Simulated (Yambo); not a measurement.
Yambo run on NaI (rock salt, space group Fm-3m, No. 225). The wavefunctions are norm-conserving PBEsol (Quantum ESPRESSO, 88 Ry, with spin-orbit coupling) ones on a 4×4×4 mesh (16 occupied bands); a = b = c = 4.5260 Å, α = β = γ = 60.00°.

Yambo input:

```
rim_cut
gw0
dyson
el_el_corr
HF_and_locXC
cohsex
em1s
RandQpts= 1000000
RandGvec= 1 Ry
EXXRLvcs= 88 Ry
VXCRLvcs= 352 Ry
Chimod= "HARTREE"
% BndsRnXs
 3 | 180 |
%
NGsBlkXs= 7 Ry
% LongDrXs
 1.0 | 1.0 | 1.0 |
%
ExtendOut
% QPkrange
 1 | 1 | 16 | 17 |
%
```

k points by index: 1 = Γ.

The o-*.qp file then holds:

```
#    K-point    Band    Eo [eV]    E [eV]    E-Eo [eV]    Vxc [eV]    Vnlxc [eV]    Sc|Eo [eV]    Re(Z)    Im(Z)
#
    1    16    0.000000    -3.424522    -3.424522    -11.25099    -14.09912    -0.576397    1.000000    0.000000
    1    17    3.248347    2.908692    -0.339656    -7.623578    -3.794573    -4.168661    1.000000    0.000000
```
(The two width columns are left out.) Convergence of these settings isn't established.

Geometry relaxed with PBEsol.
